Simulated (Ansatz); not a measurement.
# Mg₇SiN₆ — Mg-25 NMR of the central transition

Cell: a Materials Project structure (computed, not necessarily an observed phase), atoms as given.

```
CELL_PARAMETERS angstrom
-2.74790 5.14483 5.75709
2.74790 -5.14483 5.75709
2.74790 5.14483 -5.75709
ATOMIC_POSITIONS crystal
Mg 0.95789 0.71866 0.67654
Mg 0.04211 0.28134 0.32346
Mg 0.45789 0.78134 0.23923
Mg 0.54211 0.21866 0.76077
Mg 0.39108 0.51482 0.66594
Mg 0.84888 0.72514 0.33406
Mg 0.65112 0.98518 0.87627
Mg 0.10892 0.77486 0.12373
Mg 0.60892 0.48518 0.33406
Mg 0.15113 0.27486 0.66594
Mg 0.34887 0.01482 0.12373
Mg 0.89108 0.22514 0.87627
Mg 0.75000 0.25000 0.50000
Mg 0.25000 0.75000 0.50000
Si 0.75000 0.75000 0.00000
Si 0.25000 0.25000 0.00000
N 0.72283 0.63431 0.70110
N 0.93322 0.02173 0.29890
N 0.56678 0.86569 0.08851
N 0.77717 0.47827 0.91149
N 0.27717 0.36569 0.29890
N 0.06678 0.97827 0.70110
N 0.43322 0.13431 0.91149
N 0.22283 0.52173 0.08851
N 0.34454 0.12916 0.47370
N 0.65546 0.87084 0.52630
N 0.84454 0.37084 0.21538
N 0.15546 0.62916 0.78462
```

Atoms are numbered from 1 in the order listed; like atoms form one site, named after its first atom.

All values are calculated (Ansatz; DFT, PBE, plane waves and PAW, scalar-relativistic, 420 eV cutoff, Γ-centred 6×6×6 k-points, Fermi–Dirac smearing 0.02 eV), not measured.

Mg-25 has I = 5/2 and Q = 199.4 mb (Pyykkö 2018); at 16.4 T its Larmor frequency is ν₀ = 42.8 MHz. Only the quadrupole interaction is simulated: positions count from each site's isotropic chemical shift, and J coupling is left out, as are shift anisotropy and dipolar coupling, which fast spinning averages.

(1) What does the Mg-25 spectrum (fast magic-angle spinning) show for each site?

## Answers

(1) 

| site | first shell | C_Q (MHz) | η | P_Q (MHz) | δ_QIS (ppm) | breadth (kHz) |
| --- | --- | --- | --- | --- | --- | --- |
| Mg1 | 4 N at 2.09–2.24 Å; also 1 N at 3.22 Å | 11.2 | 0.25 | 11.3 | -422 | 41.0 |
| Mg5 | 4 N at 2.12–2.23 Å; also 1 N at 2.76 Å | -8.13 | 0.73 | 8.83 | -256 | 25.0 |
| Mg13 | 4 N at 2.19 Å | -10.6 | 0.49 | 11.1 | -401 | 39.9 |

δ_QIS = −(ν_Q²/30ν₀²)[I(I+1) − 3/4](1 + η²/3) × 10⁶ ppm with ν_Q = 3|C_Q|/[2I(2I−1)]; it falls as 1/B₀² in ppm, and the breadth as 1/B₀ in kHz.

The broadest static pattern spans 119 kHz. The table holds for spinning faster than that; slower spinning leaves sidebands.

The run took 2.6 min of wall time (5.1 min of CPU time) and 1.7 GiB at its peak, on 2 threads of Intel Xeon Processor @ 2.50GHz (Skylake/Cascade Lake) (x86_64; 62 cores open to the job, memory cap 5.0 GiB, no GPU), a shared host with a load of 0.9 a core.
